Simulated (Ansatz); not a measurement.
AlNi (CsCl type, space group No. 221) at seven volumes, the program Ansatz at the LDA level (PAW), shape and atoms relaxed at each. One row is withheld.

| V (Å³/atom) | P (GPa) |
|---|---|
| 10.341 | 21.51 |
| 10.682 | 13.16 |
| 11.023 | ? |
| 11.364 | 0.00 |
| 11.705 | -5.15 |
| 12.046 | -9.54 |
| 12.387 | -13.28 |

Q: Fit the shown pressures and predict the withheld one.

A: P = (3/2)B₀(x^(7/2) − x^(5/2))[1 + (3/4)(B′ − 4)(x − 1)] with x = (V₀/V)^(2/3). Least squares on the six rows gives V₀ = 11.364 Å³/atom, B₀ = 186 GPa, B′ = 4.34. At V = 11.023, x = 1.0205 and P = 6.05 GPa. The run itself gave 6.05 GPa.

Space group Pm-3m (CsCl type). Symmetry was held in the LDA relaxation; of distortions, only those at the zone centre were tested. No spin polarisation was allowed.

Potentials: the later of the program's two PAW sets.
